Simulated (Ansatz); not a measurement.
The relaxed structure here is a generated cell of ScSi: the first start was made by placing the elements on the sites of a structure type, and the end was not matched to a known phase here, so it may be hypothetical.

One starting cell of ScSi (a generated cell, ScSi built in the AFLOW prototype AB_hP12_186_a2b_a2b (B6, as in SiC)) was relaxed twice with Ansatz (plane waves, PAW, scalar-relativistic): with PBEsol at 420 eV and with PBE at 420 eV. The PBEsol result:

```cif
data_Sc6Si6
_chemical_formula_sum 'Si6 Sc6'
_space_group_name_H-M_alt 'P 1'
_space_group_IT_number 1
_cell_length_a 4.22770
_cell_length_b 4.22770
_cell_length_c 15.38180
_cell_angle_alpha 90.000
_cell_angle_beta 90.000
_cell_angle_gamma 120.000
loop_
_space_group_symop_operation_xyz
  'x, y, z'
loop_
_atom_site_label
_atom_site_type_symbol
_atom_site_fract_x
_atom_site_fract_y
_atom_site_fract_z
_atom_site_occupancy
Si1 Si 0.00000 0.00000 0.94387 1
Si2 Si 0.00000 0.00000 0.44387 1
Si3 Si 0.33333 0.66667 0.18958 1
Si4 Si 0.66667 0.33333 0.68958 1
Si5 Si 0.33333 0.66667 0.74713 1
Si6 Si 0.66667 0.33333 0.24713 1
Sc1 Sc 0.00000 0.00000 0.13690 1
Sc2 Sc 0.00000 0.00000 0.63690 1
Sc3 Sc 0.33333 0.66667 0.35554 1
Sc4 Sc 0.66667 0.33333 0.85554 1
Sc5 Sc 0.33333 0.66667 0.00328 1
Sc6 Sc 0.66667 0.33333 0.50328 1
```

```json
[
 {"quantity": "space group", "PBEsol": "P6₃mc", "PBE": "P6₃mc"},
 {"quantity": "volume (Å³/atom)", "PBEsol": "19.84", "PBE": "[?]"},
 {"quantity": "a (Å)", "PBEsol": "4.228", "PBE": "[?]"},
 {"quantity": "c (Å)", "PBEsol": "15.382", "PBE": "[?]"},
 {"quantity": "gap (eV, no spin-orbit coupling)", "PBEsol": "0.00", "PBE": "[?]"}
]
```

**Question.** Fill in the PBE column.

**Answer.** 
- volume (Å³/atom), PBE: 20.55
- a (Å), PBE: 4.279
- c (Å), PBE: 15.551
- gap (eV, no spin-orbit coupling), PBE: 0.00

Both levels end in the same structure; PBE's volume is 3.6 % larger. Neither column is exact.

No spin polarisation in the result.

The run could not lose the symmetry of its start, so the end can be a saddle point.

Ansatz is an electronic-structure program.
